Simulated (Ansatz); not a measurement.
Consider the following.

Sr$_{3}$Li$_{4}$Sb$_{4}$:
```cif
data_Li4Sb4Sr3
_chemical_formula_sum 'Sr3 Sb4 Li4'
_space_group_name_H-M_alt 'P 1'
_space_group_IT_number 1
_cell_length_a 8.86496
_cell_length_b 8.86496
_cell_length_c 8.86496
_cell_angle_alpha 149.238
_cell_angle_beta 131.402
_cell_angle_gamma 58.625
loop_
_space_group_symop_operation_xyz
  'x, y, z'
loop_
_atom_site_label
_atom_site_type_symbol
_atom_site_fract_x
_atom_site_fract_y
_atom_site_fract_z
_atom_site_occupancy
Sr1 Sr 0.00000 0.50000 0.50000 1
Sb1 Sb 0.69446 0.00000 0.69446 1
Sb2 Sb 0.30554 0.00000 0.30554 1
Sb3 Sb 0.21401 0.71401 0.50000 1
Sb4 Sb 0.78599 0.28599 0.50000 1
Sr2 Sr 0.63028 0.63028 0.00000 1
Sr3 Sr 0.36972 0.36972 0.00000 1
Li1 Li 0.98252 0.17467 0.80784 1
Li2 Li 0.63317 0.82533 0.80784 1
Li3 Li 0.36683 0.17467 0.19216 1
Li4 Li 0.01748 0.82533 0.19216 1
```

This is the LDA-relaxed structure.

Question: All from LDA (plane waves, PAW; program Ansatz), unless another level is named. Give the electronic character.

Answer: metallic (no gap).

Question: Predict the formation energy from the elements (no fitted shifts).

Answer: -0.95 eV/atom.

Question: What about the density of states at the Fermi level?

Answer: 0.18 states/eV per atom (mean over ±0.08 eV).

Space group Immm. The workflow started from an entry of the Crystallography Open Database (COD). Its standing as an ambient phase is unchecked. The LDA relaxation kept the symmetry of its start; its stability against distortions is not shown here. The references are the lowest solids computed at this level, not always the standard phases. Spin–orbit coupling is left out wherever it is not named.

Potentials: the later of the program's two PAW sets.
